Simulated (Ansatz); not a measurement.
**Response of LuHg to small distortions**

```
Lu Hg
1.0
     3.60700    0.00000    0.00000
     0.00000    3.60700    0.00000
     0.00000    0.00000    3.60700
Lu Hg
1 1
Direct
  0.50000 0.50000 0.50000
  0.00000 0.00000 0.00000
```

Atoms are numbered in the order listed.

The conventional cell has a = 3.607 Å, b = 3.607 Å, c = 3.607 Å, α = 90.00°, β = 90.00°, γ = 90.00°. Lu (atom 1) has 8 Hg at 3.12 Å as nearest neighbours. Around Hg (atom 2) lie 8 Lu at 3.12 Å.

The cell comes from COD entry 1523433, which wasn't checked; take it as a given geometry.

Spin–orbit coupling is left out, though it moves levels of the heavy atoms by tenths of an eV or more.

All numbers below come from DFT, LDA, all-electron LAPW, scalar-relativistic in Ansatz 0.2.0.

Numerical set-up: a Γ-centred 10×10×10 k mesh, Fermi–Dirac smearing of 0.05 eV, basis error target 0.25 meV/atom, no spin polarisation.

The unchanged cell is at -4.17 GPa.

In a metal, stresses and small energies carry noise from the k mesh.

x, y and z are the Cartesian axes of the cell as listed; fractional coordinates follow a strain, and an engineering shear is twice the off-diagonal strain component.

(1) With this change (equal xy, yz and zx engineering shear strains of -2 %), what becomes of the energy and stress?

(2) With this change (equal xy, yz and zx engineering shear strains of -1 %), what becomes of the energy and stress?

(3) With this change (equal xy, yz and zx engineering shear strains of +1 %), what becomes of the energy and stress?

With equal xy, yz and zx engineering shear strains of +2 %: energy change +3 meV/atom; stress change (xx, yy, zz, yz, xz, xy) 0.10, 0.10, 0.10, -0.77, -0.77, -0.77 GPa, compression positive.

Results:

(1) Energy change +4 meV/atom; stress change (xx, yy, zz, yz, xz, xy) 0.11, 0.11, 0.11, 0.92, 0.92, 0.92 GPa, compression positive.

(2) Energy change under 1 meV/atom; stress change (xx, yy, zz, yz, xz, xy) 0.03, 0.03, 0.03, 0.44, 0.44, 0.44 GPa, compression positive.

(3) Energy change under 1 meV/atom; stress change (xx, yy, zz, yz, xz, xy) 0.03, 0.03, 0.03, -0.40, -0.40, -0.40 GPa, compression positive.
